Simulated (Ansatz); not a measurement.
**Fields on a plane of Si (diamond)**

```
CELL_PARAMETERS angstrom
      0.00000     2.71678     2.71678
      2.71678     0.00000     2.71678
      2.71678     2.71678     0.00000
ATOMIC_POSITIONS crystal
  Si 0.50000 0.50000 0.50000
  Si 0.75000 0.75000 0.75000
```

The slice is a {110} plane (indices of the conventional cell) through the point (0.750, 0.750, 0.750) (fractional), spanned by u = [100] and v = [1 -1 -1] in vectors of this cell: u (3.84 Å) and v (5.43 Å, at 90° to u). It covers one period; positions are fractions (u, v).

Atoms on it: Si at (0.50, 0.25); Si at (0.00, 0.00).

All values below come from PBEsol (plane waves to 420 eV, PAW, scalar-relativistic; Ansatz, a quantum-chemistry and plane-wave program). k mesh 11×11×11. Near the nuclei the fields are pseudised (PAW); where an atom keeps semicore shells as valence, they peak there. Si was relaxed with its symmetry unable to fall. The PAW data are Ansatz's earlier set.

```
v \ u  0.00  0.14  0.29  0.43  0.57  0.71  0.86
-----  ----  ----  ----  ----  ----  ----  ----
0.90   -0.5  -0.5  -0.8  -1.2  -1.2  -0.8  -0.5
0.75   -0.8  -0.9  -1.3  -1.6  -1.6  -1.3  -0.9
0.60   -1.4  -1.4  -1.4  -1.3  -1.3  -1.4  -1.4
0.45   -1.6  -1.3  -0.9  -0.6  -0.6  -0.9  -1.3
0.30   -1.0  -0.8  -0.5  -0.7  -0.7  -0.5  -0.8
0.15   -0.4  -0.3  -0.2  -0.4  -0.4  -0.2  -0.3
0.00   -0.9  -0.5  -0.5  -0.7  -0.7  -0.5  -0.5
```

Values: log₁₀ of the valence density in e/Å³. The scale is logarithmic, as a density can span decades between atoms and voids.

```tsv
v \ u	0.00	0.14	0.29	0.43	0.57	0.71	0.86
0.90	x	x	2.6	6.9	6.9	2.6	x
0.75	4.7	5.7	7.0	7.6	7.6	7.0	5.7
0.60	7.5	7.5	7.5	7.2	7.2	7.5	7.5
0.45	7.6	7.1	4.7	0.8	0.7	4.7	7.1
0.30	6.5	4.9	x	x	x	x	4.9
0.15	x	x	x	x	x	x	x
0.00	x	x	0.0	4.7	4.7	0.0	x
```

Values: electrostatic potential energy of an electron, from the cell's mean, in eV. Points within 1 Å of a nucleus are blanked (x), as the pseudised field means little there. The zero, the cell's mean, hangs on the PAW cores.

The density on the Si–Si line (2.35 Å) at its midpoint is 0.57 e/Å³ and the ELF at that point is 0.9. ELF maximum in the middle third of the Si–Si line: 0.95, 1.2 Å from Si. Character of the Si–Si contact (rough rule: ELF there above 0.7 covalent, below 0.2 ionic, polar between): shared-electron (covalent).
